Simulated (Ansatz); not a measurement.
Ag2S:
```yaml
crystal:
  lattice:
    - [2.31296, -3.66225, 0.00000]
    - [2.31296, 3.66225, 0.00000]
    - [0.00000, 0.00000, 6.04195]
  atoms:
    - { symbol: Ag, position: [0.33124, 0.66876, 0.88643] }
    - { symbol: Ag, position: [0.66876, 0.33124, 0.11357] }
    - { symbol: Ag, position: [0.16876, 0.83124, 0.38643] }
    - { symbol: Ag, position: [0.83124, 0.16876, 0.61357] }
    - { symbol: S, position: [0.00000, 0.00000, 0.00000] }
    - { symbol: S, position: [0.50000, 0.50000, 0.50000] }
```

Relaxed with LDA. Special points in fractions of this cell's reciprocal vectors: Γ (0.000, 0.000, 0.000); Y (-0.500, 0.500, 0.000); C0 (-0.350, 0.650, 0.000); Σ0 (0.350, 0.350, 0.000); Z (0.000, 0.000, 0.500); A0 (0.350, 0.350, 0.500); E0 (-0.350, 0.650, 0.500); T (-0.500, 0.500, 0.500); S (0.000, 0.500, 0.000); R (0.000, 0.500, 0.500).

Problem. List the band energies nearest the Fermi level at these points for LDA in the plane-wave PAW code Ansatz.

Solution. In eV from the Fermi level; about four levels below and three above (degenerate sets whole), none deeper than 8.9 eV; points with the same levels are listed once.

```json
[
 {"k": "Γ", "below": "-0.59 -0.36 -0.11 -0.09", "above": "0.48 2.20 4.15"},
 {"k": "Y", "below": "-2.27 -1.65 -0.81 -0.80", "above": "0.21 1.42 1.55"},
 {"k": "C0", "below": "-2.41 -2.31 -1.33 -1.25", "above": "1.22 3.49 3.73"},
 {"k": "Z", "below": "-0.50 -0.50 -0.40 -0.40", "above": "0.85 0.85 3.90 3.90"},
 {"k": "A0", "below": "-2.71 -2.71 -0.96 -0.96", "above": "3.31 3.31 4.09 4.09"},
 {"k": "T", "below": "-1.81 -1.81 -1.66 -1.66", "above": "2.49 2.49 3.46 3.46"},
 {"k": "S", "below": "-1.70 -1.70 -1.64 -1.64", "above": "2.21 2.21 4.37 4.37"},
 {"k": "R", "below": "-1.84 -1.84 -0.63 -0.63", "above": "0.98 0.98 5.12 5.12"}
]
```

Space group Cmce. The first step of the workflow began from a Materials Project structure, measured or hypothetical; the Crystallography Open Database copy checked does not list it. COD files the formula under space group No. 4, 14, so this cell is another polymorph or a model. Whether it is the stable phase at ambient conditions was not checked. Symmetry was held in the LDA relaxation. At this level the phase is dynamically unstable (imaginary phonons). No spin polarisation was allowed. A small band overlap can be real or an error of a semilocal functional. Spin–orbit coupling is left out wherever it is not named.

Potentials: the later of the program's two PAW sets.
